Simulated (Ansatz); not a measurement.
A: GaP (zinc blende), a = b = c = 5.4384 Å, α = β = γ = 90.00°
B: TaN (rock salt), a = 4.376 Å, b = 4.376 Å, c = 4.376 Å, α = 90.00°, β = 90.00°, γ = 90.00°
C: Fe (bcc, W type), a = 2.787 Å, b = 2.787 Å, c = 2.787 Å, α = 90.00°, β = 90.00°, γ = 90.00°
D: HgSe (zinc blende), a = b = c = 6.133 Å, α = β = γ = 90.00°

Scan: energy against volume (even scaling of the relaxed cell, symmetry kept). One method and one kind of scan serve all of them; meshes and ranges differ. All were relaxed with their symmetry unable to fall. At this level the bands of HgSe touch or barely overlap. Relaxed Fe ends ferromagnetic. Spin-orbit coupling is left out. TaN is run without spin polarisation. This is a high-temperature form of TaN. Other magnetic orders were not checked, so this need not be the ground state. (This holds for the magnetic or f-shell members.)

### Question
Rank these by bulk modulus (fitted) (highest first), as PBEsol (plane waves to 420 eV, PAW, scalar-relativistic; Ansatz, an electronic-structure program) gives it.

### Answer
B (356 GPa), C (223 GPa), A (84.9 GPa), D (51.5 GPa)

(Under strain, the slope of the energy per volume gives the stress and its curvature an elastic modulus.)
